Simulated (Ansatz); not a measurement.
Ru:
Space group P6₃/mmc (No. 194); a = b = 2.7088 Å, c = 8.7008 Å, α = β = 90.00°, γ = 120.00°

| atom | site | symmetry | x | y | z |
|---|---|---|---|---|---|
| Ru | 2a | -3m. | 0.0000 | 0.0000 | 0.0000 |
| Ru | 2d | -6m2 | 0.6667 | 0.3333 | 0.2500 |

Relaxed at zero pressure with PBE (plane waves, PAW; program Ansatz).

Q: The volume is raised by 9 % and shape and atoms relax at that volume. What pressure results, and how do the axes share the change?

A: -21.5 GPa; a 3.0 %, b 3.0 %, c 2.8 %; the energy rises by 91 meV/atom.

Q: Give the new structure.

A: 
Space group P6₃/mmc (No. 194); a = b = 2.790 Å, c = 8.941 Å, α = β = 90.00°, γ = 120.00°

```json
[
 {"atom": "Ru", "site": "2a", "symmetry": "-3m.", "x": "0.0000", "y": "0.0000", "z": "0.0000"},
 {"atom": "Ru", "site": "2d", "symmetry": "-6m2", "x": "0.6667", "y": "0.3333", "z": "0.2500"}
]
```

The phase is kept; no other phase was compared at this pressure.

Space group P6_3/mmc (dhcp (α-La type)). The start of the workflow was typed in or built on a structure type. Its sites differ from those of the usual phase in this space group: another stacking or structure type. Symmetry was held in the PBE relaxation; whether a distortion lowers the energy is not shown. The run is not spin-polarised. Axis ratios of metals converge slowly with the k-mesh, so a and c are less sure than the volume.

Potentials: the later of the program's two PAW sets.
